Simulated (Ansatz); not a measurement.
# What strain does to TiO2 (rutile)

TiO2 (rutile), relaxed with r2SCAN in Ansatz 0.2.0. The symmetry is P4_2/mnm (No. 136, tetragonal); a = 4.597 Å, c = 2.953 Å in the conventional setting, 10.40 Å³ an atom. Around Ti lie 6 O at 1.95–1.98 Å and 2 Ti at 2.95 Å; around O lie 3 Ti at 1.95–1.98 Å.

The axes x, y and z are those of this cell:
```yaml
crystal:
  lattice:
    - [4.59685, 0.00000, 0.00000]
    - [0.00000, 4.59685, 0.00000]
    - [0.00000, 0.00000, 2.95349]
  atoms:
    - { symbol: Ti, position: [0.00000, 0.00000, 0.00000] }
    - { symbol: Ti, position: [0.50000, 0.50000, 0.50000] }
    - { symbol: O, position: [0.30464, 0.30464, 0.00000] }
    - { symbol: O, position: [0.19536, 0.80464, 0.50000] }
    - { symbol: O, position: [0.80464, 0.19536, 0.50000] }
    - { symbol: O, position: [0.69536, 0.69536, 0.00000] }
```

Unstrained: The PBE gap is direct at Γ: 1.888 eV. A second conduction valley, at M, lies only 38 meV higher, so their order isn't settled. r2SCAN gives a direct gap of 2.221 eV at Γ. A second conduction valley, at M, lies only 40 meV higher, so their order isn't settled. HSE06 gives a direct gap of 3.384 eV at Γ. A second conduction valley, at M, lies only 23 meV higher, so their order isn't settled. Meshes: PBE 6×6×8, r2SCAN 6×6×8, HSE06 4×4×6. Strains are changes of length per length. After each strain the atoms were relaxed again with r2SCAN within the symmetry that the strain leaves, so tilts or polar shifts that break it weren't tested; points keep the names that they have in the unstrained zone. Spin-unpolarised throughout; all numbers are computed.

Changes of the least gap in eV (an overlap counts as a negative gap):
```csv
strain,volume change (%),space group,PBE,r2SCAN,HSE06,"energy rise, r2SCAN (meV/atom)"
isotropic -4.0 % on every length,-11.5,P4_2/mnm,+0.158,+0.188,+0.223,129.2
isotropic -3.0 % on every length,-8.7,P4_2/mnm,+0.113,+0.136,+0.163,70.2
isotropic -2.0 % on every length,-5.9,P4_2/mnm,+0.071,+0.086,+0.105,30.1
isotropic -1.0 % on every length,-3.0,P4_2/mnm,+0.032,+0.041,+0.050,7.3
isotropic +1.0 % on every length,+3.0,P4_2/mnm,-0.031,-0.038,-0.048,6.7
isotropic +2.0 % on every length,+6.1,P4_2/mnm,-0.052,-0.067,-0.088,26.0
isotropic +3.0 % on every length,+9.3,P4_2/mnm,-0.073,-0.095,-0.127,56.5
isotropic +4.0 % on every length,+12.5,P4_2/mnm,-0.098,-0.128,-0.170,96.9
```

Isotropic -4.0 % on every length. HSE06: the gap goes from 3.384 to 3.607 eV (+0.223 eV). Stress change with r2SCAN, compression positive: xx +36.01, yy +36.01, zz +43.63 GPa. For HSE06, dE_g/d ln V = -1.8 eV over this step.

Isotropic -3.0 % on every length. HSE06: the gap goes from 3.384 to 3.547 eV (+0.163 eV). Stress change with r2SCAN, compression positive: xx +24.98, yy +24.98, zz +30.67 GPa. For HSE06, dE_g/d ln V = -1.8 eV over this step.

Isotropic -2.0 % on every length. HSE06: the gap goes from 3.384 to 3.489 eV (+0.105 eV). Stress change with r2SCAN, compression positive: xx +15.38, yy +15.38, zz +19.18 GPa. For HSE06, dE_g/d ln V = -1.7 eV over this step.

Isotropic -1.0 % on every length. HSE06: the gap goes from 3.384 to 3.434 eV (+0.050 eV). Stress change with r2SCAN, compression positive: xx +7.09, yy +7.09, zz +9.00 GPa. For HSE06, dE_g/d ln V = -1.7 eV over this step.

Isotropic +1.0 % on every length. HSE06: the gap goes from 3.384 to 3.336 eV (-0.048 eV). Stress change with r2SCAN, compression positive: xx -6.03, yy -6.03, zz -7.99 GPa. For HSE06, dE_g/d ln V = -1.6 eV over this step.

Isotropic +2.0 % on every length. HSE06: the gap goes from 3.384 to 3.296 eV (-0.088 eV). Stress change with r2SCAN, compression positive: xx -11.06, yy -11.06, zz -15.06 GPa. For HSE06, dE_g/d ln V = -1.5 eV over this step.

Isotropic +3.0 % on every length. HSE06: the gap goes from 3.384 to 3.257 eV (-0.127 eV). Stress change with r2SCAN, compression positive: xx -15.23, yy -15.23, zz -21.34 GPa. For HSE06, dE_g/d ln V = -1.4 eV over this step.

Isotropic +4.0 % on every length. HSE06: the gap goes from 3.384 to 3.214 eV (-0.170 eV); the edges move from Γ to Γ → R; least and direct gap lie within 0.04 eV, so its kind isn't settled. Stress change with r2SCAN, compression positive: xx -18.60, yy -18.60, zz -26.91 GPa.

The meshes of the hybrids are coarse, so their gaps aren't converged to the digits shown.
